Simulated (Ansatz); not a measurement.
Total density of states per atom from r²SCAN in the plane-wave PAW code Ansatz, in 0.25 eV bins, energy from the valence-band maximum:

(E (eV), states/eV/atom): (-7.85, 0.11); (-7.60, 0.25); (-7.35, 0.27); (-7.10, 0.20); (-6.85, 0.19); (-6.60, 0.25); (-6.35, 0.06); (-6.10, 0.19); (-5.85, 0.19); (-5.60, 0.89); (-5.35, 0.47); (-5.10, 1.20); (-4.85, 0.12); (-4.60, 0.00); (-4.35, 0.00); (-4.10, 0.00); (-3.85, 0.00); (-3.60, 0.00); (-3.35, 0.40); (-3.10, 0.46); (-2.85, 0.78); (-2.60, 0.97); (-2.35, 0.71); (-2.10, 0.85); (-1.85, 0.83); (-1.60, 1.09); (-1.35, 0.89); (-1.10, 0.59); (-0.85, 0.50); (-0.60, 0.73); (-0.35, 0.96); (-0.10, 0.91); (0.15, 0.00); (0.40, 0.00); (0.65, 0.00); (0.90, 0.00); (1.15, 0.00); (1.40, 0.00); (1.65, 0.00); (1.90, 0.00); (2.15, 0.00); (2.40, 0.00); (2.65, 0.00); (2.90, 0.00); (3.15, 0.00); (3.40, 0.00); (3.65, 0.00); (3.90, 0.00); (4.15, 0.00); (4.40, 0.00); (4.65, 0.00); (4.90, 0.00); (5.15, 0.00); (5.40, 0.00); (5.65, 0.00); (5.90, 0.00); (6.15, 0.00); (6.40, 0.00); (6.65, 0.02); (6.90, 0.03); (7.15, 0.04); (7.40, 0.05); (7.65, 0.07); (7.90, 0.10); (8.15, 0.09); (8.40, 0.05); (8.65, 0.16); (8.90, 0.14); (9.15, 0.14); (9.40, 0.25); (9.65, 0.53); (9.90, 0.41); (10.15, 0.67); (10.40, 0.61); (10.65, 0.43); (10.90, 0.63); (11.15, 0.45)

Task: Which compound is it?
(A) ZnO, wurtzite
(B) CaO, P6_3/mmc (Ca on 2d, O on 2c)
(C) SiO2, P4_32_12 (Pearson symbol tP36)
(D) V2O5, Pmmn (V on 4e, O on 2a, O on 4e, O on 4e)

Result: C, SiO2, P4_32_12 (Pearson symbol tP36). Top 1 eV of the valence band: O 2p 97 %. Bottom 1 eV of the conduction band: Si 3s 37 %, O 2s 17 %, Si 3p 17 %, outside the projected shells 23 %. Projections are on Löwdin-orthogonalised atomic valence shells; empty p or d shells of many metals are not among them.

The workflow started from a Materials Project entry (that database holds measured and hypothetical structures alike); the Crystallography Open Database files this formula in space group No. 96, but the cells were not matched. It is not the phase usual at ambient conditions (space group No. 92, 152, 154). The cell was relaxed with r²SCAN under the symmetry of its start; whether a distortion lowers the energy is not shown.

Potentials: the earlier of the program's two PAW sets.
